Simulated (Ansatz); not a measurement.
Here is the system:

TiO₂:
Space group Pbca (No. 61); a = 5.120 Å, b = 9.167 Å, c = 5.439 Å, α = β = γ = 90.00°

```csv
atom,site,symmetry,x,y,z
Ti,8c,1,0.1381,0.3711,0.4046
O,8c,1,0.3158,0.4897,0.1485
O,8c,1,0.4646,0.2700,0.3908
```

This is the PBEsol-relaxed structure.

Task: All from PBEsol (plane waves, PAW; program Ansatz), unless another level is named. Predict the formation energy from the elements (no fitted shifts).

Result: -3.08 eV/atom.

Task: Next, the hole effective mass?

Result: 1.4, 1.4, 1.6 mₑ (principal values).

Task: And the electron effective mass?

Result: 0.57, 5.1, 9.8 mₑ (principal values).

Task: Give the HSE06 gap on the PBEsol cell.

Result: 3.88 eV.

Task: Predict the band gap.

Result: 2.34 eV (direct).

Task: And the valence-band maximum?

Result: at Γ.

The PBEsol relaxation kept the symmetry of its start. No spin polarisation was allowed. The references are the lowest solids computed at this level, not always the standard phases (solids in place of the gases).

Potentials: the later of the program's two PAW sets.
